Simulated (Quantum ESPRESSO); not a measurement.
GeGaAlS2N2, one run as intended and one with a planted mistake

A calculation, not a measurement. The program is pw.x of Quantum ESPRESSO 7.5 (plane-wave density functional theory). The cell is made up: 7 atoms on a zincblende/diamond lattice with one site empty, with randomly drawn elements, strain and displacements, not relaxed. PseudoDojo standard norm-conserving files (v0.5 for PBE, v0.4.1 for LDA and PBEsol) set the functional; there is no spin polarisation, spin-orbit coupling or dispersion term, and the masses in the input are unused placeholders.

Intended input:

```
&control calculation='scf', pseudo_dir='./dojo.nc.sr.pbe.v0_5.standard.upf', outdir='./o', disk_io='medium', tprnfor=.true., tstress=.true. /
&system ibrav=0, nat=7, ntyp=5, nbnd=32, ecutwfc=84.00895049, nosym=.true., tot_charge=0,
 occupations='smearing', smearing='fd', degauss=0.0018374661
/
&electrons conv_thr=7.350e-09, electron_maxstep=60, /
ATOMIC_SPECIES
Al 1.0 Al.upf
Ga 1.0 Ga.upf
Ge 1.0 Ge.upf
N 1.0 N.upf
S 1.0 S.upf
CELL_PARAMETERS angstrom
4.9012 -0.0364 -0.0615
-0.0364 4.8657 -0.0228
-0.0615 -0.0228 4.8905
ATOMIC_POSITIONS angstrom
Ge -0.0555 -0.0958 0.0038
Ga 2.4324 -0.031 2.3567
Al 2.3664 2.3357 -0.0537
S 1.1685 1.2194 1.1094
S 1.0665 3.5694 3.6261
N 3.6325 1.1737 3.6037
N 3.6103 3.6288 1.1744
K_POINTS automatic
4 4 4 1 1 1
```

The log is shortened where brackets say so; the opening notice, blank lines, dates and the lines on written files are dropped, and the path of the files is cut. It prints rydbergs, bohrs and kilobars, and counts compression as positive stress. Where no state is partly filled, the Fermi energy that it prints is only some level between the filled and the empty states on the mesh, and need not lie in the true gap.

Log of the intended run:

```
     Program PWSCF v.7.5
     Parallel version (MPI & OpenMP), running on       1 processor cores
     Number of MPI processes:                 1
     Threads/MPI process:                     1
     [start-up lines left out]
     bravais-lattice index     =            0
     lattice parameter (alat)  =       9.2629  a.u.
     unit-cell volume          =     786.8557 (a.u.)^3
     number of atoms/cell      =            7
     number of atomic types    =            5
     number of electrons       =        52.00
     number of Kohn-Sham states=           32
     kinetic-energy cutoff     =      84.0090  Ry
     charge density cutoff     =     336.0358  Ry
     scf convergence threshold =      7.3E-09
     mixing beta               =       0.7000
     number of iterations used =            8  plain     mixing
     Exchange-correlation= PBE
                           (   1   4   3   4   0   0   0)
     [axes and pseudopotential details left out]
   Cartesian axes
     site n.     atom                  positions (alat units)
         1        Ge     tau(   1) = (  -0.0113226  -0.0195442   0.0007752  )
         2        Ga     tau(   2) = (   0.4962339  -0.0063243   0.4807903  )
         3        Al     tau(   3) = (   0.4827692   0.4765061  -0.0109553  )
         4        S      tau(   4) = (   0.2383857   0.2487698   0.2263287  )
         5        S      tau(   5) = (   0.2175766   0.7281932   0.7397606  )
         6        N      tau(   6) = (   0.7410663   0.2394465   0.7351908  )
         7        N      tau(   7) = (   0.7365372   0.7403114   0.2395893  )
     number of k points=    32  Fermi-Dirac smearing, width (Ry)=  0.0018
                       cart. coord. in units 2pi/alat
        k(    1) = (   0.1275597   0.1274770   0.1274852), wk =   0.0625000
        k(    2) = (   0.1307134   0.1286750   0.3781041), wk =   0.0625000
     [further k points left out]
     Dense  grid:    81759 G-vectors     FFT dimensions: (  60,  54,  54)
     Estimated max dynamical RAM per process >     105.11 MB
     Initial potential from superposition of free atoms
     starting charge      51.9940, renormalised to      52.0000
     Starting wfcs are   38 randomized atomic wfcs
     total cpu time spent up to now is        6.6 secs
     per-process dynamical memory:    67.6 Mb
     Self-consistent Calculation
     iteration #  1     ecut=    84.01 Ry     beta= 0.70
     Davidson diagonalization with overlap
     ethr =  1.00E-02,  avg # of iterations =  3.3
     total cpu time spent up to now is       24.8 secs
     total energy              =    -420.78884279 Ry
     estimated scf accuracy    <       1.63198866 Ry
     iteration #  2     ecut=    84.01 Ry     beta= 0.70
     Davidson diagonalization with overlap
     ethr =  3.14E-03,  avg # of iterations =  4.7
     total cpu time spent up to now is       44.6 secs
     total energy              =    -420.25033764 Ry
     estimated scf accuracy    <       8.19799947 Ry
     [iterations 3 to 10 left out]
     iteration # 11     ecut=    84.01 Ry     beta= 0.70
     Davidson diagonalization with overlap
     ethr =  4.14E-10,  avg # of iterations =  3.9
     total cpu time spent up to now is      161.4 secs
     total energy              =    -421.67314707 Ry
     estimated scf accuracy    <       0.00000004 Ry
     iteration # 12     ecut=    84.01 Ry     beta= 0.70
     Davidson diagonalization with overlap
     ethr =  7.57E-11,  avg # of iterations =  2.4
     total cpu time spent up to now is      175.2 secs
     End of self-consistent calculation
     [lines on levels left out]
     the Fermi energy is     7.7185 ev
!    total energy              =    -421.67314707 Ry
     estimated scf accuracy    <          4.3E-09 Ry
     smearing contrib. (-TS)   =      -0.00000000 Ry
     internal energy E=F+TS    =    -421.67314707 Ry
     The total energy is F=E-TS. E is the sum of the following terms:
     one-electron contribution =    -209.13892762 Ry
     hartree contribution      =     138.09651789 Ry
     xc contribution           =    -112.44102955 Ry
     ewald contribution        =    -238.18970779 Ry
     convergence has been achieved in  12 iterations
     Forces acting on atoms (cartesian axes, Ry/au):
     atom    1 type  3   force =    -0.26898241    0.01419759   -0.00347819
     atom    2 type  2   force =     0.18336365   -0.00769152    0.03201600
     atom    3 type  1   force =     0.28139770    0.05720755   -0.06314536
     atom    4 type  5   force =    -0.10122364    0.02277643    0.13534039
     atom    5 type  5   force =    -0.02739990   -0.05718132   -0.09166285
     atom    6 type  4   force =    -0.04057062   -0.03940795    0.04997397
     atom    7 type  4   force =    -0.02658478    0.01009924   -0.05904396
     Total force =     0.495189     Total SCF correction =     0.000089
     Computing stress (Cartesian axis) and pressure
          total   stress  (Ry/bohr**3)                   (kbar)     P=       34.02
   0.00004513   0.00015087  -0.00002069            6.64       22.19       -3.04
   0.00015087   0.00035834  -0.00048234           22.19       52.71      -70.95
  -0.00002069  -0.00048234   0.00029039           -3.04      -70.95       42.72
     init_run     :      4.76s CPU      6.51s WALL (       1 calls)
     electrons    :    153.53s CPU    168.59s WALL (       1 calls)
     forces       :      4.13s CPU      4.22s WALL (       1 calls)
     stress       :     10.50s CPU     10.58s WALL (       1 calls)
     [timing details left out]
     PWSCF        :   2m53.13s CPU   3m10.48s WALL
     JOB DONE.
```

A second run has one planted mistake: the self-consistency threshold is too loose. The input lines that differ, file-writing options aside:

```
- &electrons conv_thr=7.350e-09, electron_maxstep=60, /
+ &electrons conv_thr=2.940e-03, electron_maxstep=60, /
```

Its log:

```
     Program PWSCF v.7.5
     Parallel version (MPI & OpenMP), running on       1 processor cores
     Number of MPI processes:                 1
     Threads/MPI process:                     1
     [start-up lines left out]
     bravais-lattice index     =            0
     lattice parameter (alat)  =       9.2629  a.u.
     unit-cell volume          =     786.8557 (a.u.)^3
     number of atoms/cell      =            7
     number of atomic types    =            5
     number of electrons       =        52.00
     number of Kohn-Sham states=           32
     kinetic-energy cutoff     =      84.0090  Ry
     charge density cutoff     =     336.0358  Ry
     scf convergence threshold =      2.9E-03
     mixing beta               =       0.7000
     number of iterations used =            8  plain     mixing
     Exchange-correlation= PBE
                           (   1   4   3   4   0   0   0)
     [axes and pseudopotential details left out]
   Cartesian axes
     site n.     atom                  positions (alat units)
         1        Ge     tau(   1) = (  -0.0113226  -0.0195442   0.0007752  )
         2        Ga     tau(   2) = (   0.4962339  -0.0063243   0.4807903  )
         3        Al     tau(   3) = (   0.4827692   0.4765061  -0.0109553  )
         4        S      tau(   4) = (   0.2383857   0.2487698   0.2263287  )
         5        S      tau(   5) = (   0.2175766   0.7281932   0.7397606  )
         6        N      tau(   6) = (   0.7410663   0.2394465   0.7351908  )
         7        N      tau(   7) = (   0.7365372   0.7403114   0.2395893  )
     number of k points=    32  Fermi-Dirac smearing, width (Ry)=  0.0018
                       cart. coord. in units 2pi/alat
        k(    1) = (   0.1275597   0.1274770   0.1274852), wk =   0.0625000
        k(    2) = (   0.1307134   0.1286750   0.3781041), wk =   0.0625000
     [further k points left out]
     Dense  grid:    81759 G-vectors     FFT dimensions: (  60,  54,  54)
     Estimated max dynamical RAM per process >     105.11 MB
     Initial potential from superposition of free atoms
     starting charge      51.9940, renormalised to      52.0000
     Starting wfcs are   38 randomized atomic wfcs
     total cpu time spent up to now is        5.8 secs
     per-process dynamical memory:    67.6 Mb
     Self-consistent Calculation
     iteration #  1     ecut=    84.01 Ry     beta= 0.70
     Davidson diagonalization with overlap
     ethr =  1.00E-02,  avg # of iterations =  3.3
     total cpu time spent up to now is       19.3 secs
     total energy              =    -420.78884279 Ry
     estimated scf accuracy    <       1.63198866 Ry
     iteration #  2     ecut=    84.01 Ry     beta= 0.70
     Davidson diagonalization with overlap
     ethr =  3.14E-03,  avg # of iterations =  4.7
     total cpu time spent up to now is       32.4 secs
     total energy              =    -420.25033764 Ry
     estimated scf accuracy    <       8.19799947 Ry
     [iterations 3 to 4 left out]
     iteration #  5     ecut=    84.01 Ry     beta= 0.70
     Davidson diagonalization with overlap
     ethr =  7.77E-05,  avg # of iterations =  3.1
     total cpu time spent up to now is       73.2 secs
     total energy              =    -421.66824730 Ry
     estimated scf accuracy    <       0.02335147 Ry
     iteration #  6     ecut=    84.01 Ry     beta= 0.70
     Davidson diagonalization with overlap
     ethr =  4.49E-05,  avg # of iterations =  2.4
     total cpu time spent up to now is       84.6 secs
     End of self-consistent calculation
     [lines on levels left out]
     the Fermi energy is     7.7219 ev
!    total energy              =    -421.67228859 Ry
     estimated scf accuracy    <       0.00125844 Ry
     smearing contrib. (-TS)   =      -0.00000000 Ry
     internal energy E=F+TS    =    -421.67228859 Ry
     The total energy is F=E-TS. E is the sum of the following terms:
     one-electron contribution =    -209.23322686 Ry
     hartree contribution      =     138.19192201 Ry
     xc contribution           =    -112.44127594 Ry
     ewald contribution        =    -238.18970779 Ry
     convergence has been achieved in   6 iterations
     Forces acting on atoms (cartesian axes, Ry/au):
     atom    1 type  3   force =    -0.28081183    0.02001650   -0.01111221
     atom    2 type  2   force =     0.19367192   -0.00139858    0.04016710
     atom    3 type  1   force =     0.28263597    0.05532330   -0.06268413
     atom    4 type  5   force =    -0.10107295    0.02039755    0.13642499
     atom    5 type  5   force =    -0.02810407   -0.06092641   -0.09185115
     atom    6 type  4   force =    -0.03817654   -0.04384887    0.04986249
     atom    7 type  4   force =    -0.02814250    0.01043651   -0.06080709
     Total force =     0.507960     Total SCF correction =     0.085023
     SCF correction compared to forces is large: reduce conv_thr to get better values
     Computing stress (Cartesian axis) and pressure
          total   stress  (Ry/bohr**3)                   (kbar)     P=       38.07
   0.00006547   0.00014481   0.00000180            9.63       21.30        0.26
   0.00014481   0.00041186  -0.00047778           21.30       60.59      -70.28
   0.00000180  -0.00047778   0.00029901            0.26      -70.28       43.99
     init_run     :      5.26s CPU      5.66s WALL (       1 calls)
     electrons    :     70.58s CPU     78.80s WALL (       1 calls)
     forces       :      3.17s CPU      3.24s WALL (       1 calls)
     stress       :      9.09s CPU      9.18s WALL (       1 calls)
     [timing details left out]
     PWSCF        :   1m28.34s CPU   1m37.31s WALL
     JOB DONE.
```

|  | intended run | run with the mistake |
| --- | --- | --- |
| free energy (eV) | -5737.155 | -5737.144 |
| smearing term -TS (eV) | 0.0000 | 0.0000 |
| pressure (GPa) | 3.40 | 3.81 |
| largest force component (eV/Å) | 7.235 | 7.267 |
| largest change of a force component (eV/Å) |  | 0.304 |
| iterations | 12 | 6 |

For scale, a rerun of the intended cell at 1437 eV and a 6 x 6 x 6 mesh moved values by no more than 0.003 eV in energy, 0.02 GPa in stress and 0.003 eV/Å in force.